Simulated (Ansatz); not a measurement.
Notes on LuSi$_{2}$Pt$_{2}$

```
CELL_PARAMETERS angstrom
0.00000 4.09300 0.00000
4.09300 0.00000 0.00000
2.04650 2.04650 -4.96668
ATOMIC_POSITIONS crystal
Si 0.37000 0.37000 0.26000
Si 0.63000 0.63000 0.74000
Lu 0.00000 0.00000 0.00000
Pt 0.75000 0.25000 0.50000
Pt 0.25000 0.75000 0.50000
```

Method: r2SCAN, no spin polarisation; PAW, plane waves to 500 eV, 9×9×9 Γ-centred mesh, fermi-dirac occupations (width 0.0131 eV) (Ansatz 0.2.0), atoms fixed.

**Formation energy.** -0.94 eV an atom against the elements' usual phases (free molecules for gases, crystals otherwise, with no correction for O₂ or N₂), so it is bound against them; other compounds may still compete. Relaxing would lower it.
**Stress.** The pressure is 6.5 GPa (compression positive), so with the atoms held at these fractions the cell would first expand; the forces are large, so a full relaxation may end otherwise. The principal stresses -1.9, 10.7, 10.7 GPa differ, so its shape would change too.
**Charges.** Bader charges in e: Lu +1.78, Si +0.82, Pt -1.71. In the mean Lu gives up most and Pt takes most.
**Forces.** The largest is on Si1 (and as large on other atoms): 2.47 eV/Å, components (0.00, 0.00, 2.47). It makes 120° with the line to a nearest neighbour, Pt4 at 2.37 Å.
**At the Fermi level.** It is a metal, with about 2.5 states/eV a cell as the mean within 0.25 eV of the Fermi level, mostly Pt d (35 %), Lu d (26 %) and Si p (26 %).

Origin: a database entry at a rescaled volume. Caveats: forces this large suggest misplaced atoms in the database entry; atoms or cell far from equilibrium.
